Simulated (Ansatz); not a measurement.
Os:
```xyz
2
Lattice="0.0000 2.7591 2.7591 2.7591 0.0000 2.7591 2.7591 2.7591 0.0000" Properties=species:S:1:pos:R:3 pbc="T T T"
Os     0.0000     0.0000     0.0000
Os     1.3796     1.3796     1.3796
```

Relaxed with r²SCAN. Special points in fractions of this cell's reciprocal vectors: Γ (0.000, 0.000, 0.000); X (0.500, 0.000, 0.500); U (0.625, 0.250, 0.625); K (0.375, 0.375, 0.750); L (0.500, 0.500, 0.500); W (0.500, 0.250, 0.750).

### Question
List the band energies nearest the Fermi level at these points for plane-wave PAW r²SCAN with spin–orbit coupling (Ansatz code).

### Answer
In eV from the Fermi level; about four levels below and three above (degenerate sets whole), none deeper than 8.9 eV; points with the same levels are listed once.

| k | below | above |
|---|---|---|
| Γ | -0.56 -0.56 -0.56 -0.56 | 2.73 2.73 2.73 2.73 |
| X | -1.44 -1.44 -1.44 -1.44 | 2.30 2.30 2.30 2.30 |
| U | -1.88 -1.88 -1.45 -1.45 | 1.79 1.79 2.55 2.55 |
| L | -3.91 -3.91 -1.68 -1.68 | 0.30 0.30 0.34 0.34 |
| W | -2.13 -2.13 -1.98 -1.98 | 2.64 2.64 2.71 2.71 |

Space group Fd-3m (diamond). The start of the workflow was typed in or built on a structure type; neither database checked (COD, Materials Project) lists it. It is not the phase usual at ambient conditions (space group No. 194). Symmetry was held in the r²SCAN relaxation; whether a distortion lowers the energy is not shown. No spin polarisation was allowed.

Potentials: the earlier of the program's two PAW sets.
